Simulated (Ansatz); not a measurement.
LaAlH6:
```xyz
8
Lattice="3.2609 1.8827 2.0992 -3.2609 1.8827 2.0992 0.0000 -3.7654 2.0992" Properties=species:S:1:pos:R:3 pbc="T T T"
La     0.0000     0.0000     3.1488
Al     0.0000     0.0000     0.0000
H      2.1115     1.2191     3.1958
H     -2.1115    -1.2191     3.1017
H     -2.1115     1.2191     3.1958
H      2.1115    -1.2191     3.1017
H      0.0000    -2.4382     3.1958
H      0.0000     2.4382     3.1017
```

Relaxed with r²SCAN. Special points in fractions of this cell's reciprocal vectors: Γ (0.000, 0.000, 0.000); L (0.500, 0.000, 0.000); T (0.500, -0.500, 0.500); P0 (0.374, -0.626, 0.374); P2 (0.374, 0.374, 0.374); F (0.500, -0.500, 0.000).

Task: List the band energies nearest the valence-band maximum at these points for plane-wave PAW r²SCAN with spin–orbit coupling (Ansatz code).

Result: In eV from the valence-band maximum; about four levels below and three above (degenerate sets whole), none deeper than 8.9 eV; points with the same levels are listed once.

| k | below | above |
|---|---|---|
| Γ | -1.79 -1.79 -1.69 -1.69 | 2.95 2.95 4.04 4.04 |
| L | -0.37 -0.37 0.00 0.00 | 3.71 3.71 3.86 3.86 |
| T | -1.53 -1.53 -1.27 -1.27 | 3.73 3.73 4.16 4.16 |
| P0 | -1.42 -1.42 -1.28 -1.28 | 3.75 3.75 4.07 4.07 |
| F | -1.34 -1.34 -0.63 -0.63 | 3.02 3.02 3.88 3.88 |

Space group R-3m. The first step of the workflow began from a Materials Project structure, measured or hypothetical; the Crystallography Open Database copy checked does not list it. Its standing as an ambient phase is unchecked. Symmetry was held in the r²SCAN relaxation; its stability against distortions is not shown here.

Potentials: the later of the program's two PAW sets.
